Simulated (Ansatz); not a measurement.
## Ti-49 NMR of the central transition in SrTi4P6O24

Cell: a Materials Project structure (computed, not necessarily an observed phase).

Space group R-3:H (No. 148); a = 8.4799, c = 22.7759 Å, γ = 120.00°.

| site | Wyckoff | site symmetry | x | y | z |
| --- | --- | --- | --- | --- | --- |
| Sr | 3a | -3. | 0.0000 | 0.0000 | 0.0000 |
| Ti2 | 6c | 3. | 0.0000 | 0.0000 | 0.3561 |
| Ti4 | 6c | 3. | 0.0000 | 0.0000 | 0.8503 |
| P | 18f | 1 | 0.0478 | 0.3844 | 0.4149 |
| O12 | 18f | 1 | 0.7869 | 0.8482 | 0.4021 |
| O18 | 18f | 1 | 0.1541 | 0.6698 | 0.5759 |
| O23 | 18f | 1 | 0.6829 | 0.1547 | 0.5279 |
| O29 | 18f | 1 | 0.1477 | 0.9330 | 0.6964 |

One atom of each set is listed; the run and its k-mesh use a cell of 35 atoms with edges of 9.03, 9.03, 9.03 Å.

Computed with Ansatz: DFT, PBE, plane waves and PAW, scalar-relativistic, 420 eV cutoff, Γ-centred 3×3×3 k-points, Fermi–Dirac smearing 0.02 eV.

Ti-49 has I = 7/2 and Q = 247.0 mb (Pyykkö 2018); at 11.7 T its Larmor frequency is ν₀ = 28.1 MHz. Only the quadrupole interaction is simulated: positions count from each site's isotropic chemical shift, and J coupling is left out, as are shift anisotropy and dipolar coupling, which fast spinning averages.

Question: What does the Ti-49 spectrum (fast magic-angle spinning) show for each site?

Answer: 

```csv
site,first shell,C_Q (MHz),η,P_Q (MHz),δ_QIS (ppm),breadth (kHz)
Ti2,6 O at 1.92–2.01 Å,4.77,0.00,4.77,-73.4,4.43
Ti4,6 O at 1.89–2.04 Å,-3.57,0.00,3.57,-41.0,2.47
```

δ_QIS = −(ν_Q²/30ν₀²)[I(I+1) − 3/4](1 + η²/3) × 10⁶ ppm with ν_Q = 3|C_Q|/[2I(2I−1)]; it falls as 1/B₀² in ppm, and the breadth as 1/B₀ in kHz.

An axis of threefold or higher order runs through Ti2 and Ti4, so V_zz lies along it and η is zero.
